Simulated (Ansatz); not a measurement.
## Cr₅Au: reading a single point

```
CELL_PARAMETERS angstrom
0.00000 3.40747 3.40747
3.40747 0.00000 3.40747
3.40747 3.40747 0.00000
ATOMIC_POSITIONS crystal
Cr 0.62500 0.62500 0.62500
Cr 0.12500 0.62500 0.62500
Cr 0.62500 0.62500 0.12500
Cr 0.62500 0.12500 0.62500
Au 0.00000 0.00000 0.00000
Cr 0.25000 0.25000 0.25000
```

Single point in Ansatz 0.2.0 with r2SCAN, no spin polarisation. Cutoff 500 eV, PAW datasets, 9×9×9 Γ-centred k mesh, fermi-dirac filling (width 0.0958 eV).

Where is the largest force?

The largest is on Cr2 (and as large on other atoms): 0.20 eV/Å, components (-0.12, 0.12, 0.12). It makes 145° with the line to a nearest neighbour, Cr1 at 2.41 Å, pointing away from it.

How is the charge shared?

Bader charges in e: Cr +0.18 to +0.43, Au -1.14. In the mean Cr gives up most and Au takes most.

Describe some of the short contacts.

Cr–Cr at 2.41 Å: least valence density 0.42 e/Å³ and ELF 0.26 there. Cr–Au at 2.83 Å: least valence density 0.26 e/Å³ and ELF 0.22 there. Both are smooth PAW fields, read partly inside the augmentation spheres.

What is the formation energy?

0.55 eV an atom against the elements' usual phases (free molecules for gases, crystals otherwise, with no correction for O₂ or N₂), so at this geometry it isn't bound against them. Relaxing would lower it.

Metal or insulator?

It is a metal, with about 5.5 states/eV a cell as the mean within 0.25 eV of the Fermi level, mostly Cr d (89 %).

Is the cell too large or too small?

The pressure is -13.3 GPa (compression positive), so with the atoms held at these fractions the cell would first shrink.

Origin: a known structure type with other elements, at an estimated volume, so it need not be a known compound. Caveats: no spin polarisation, so a magnetic state may lie lower.
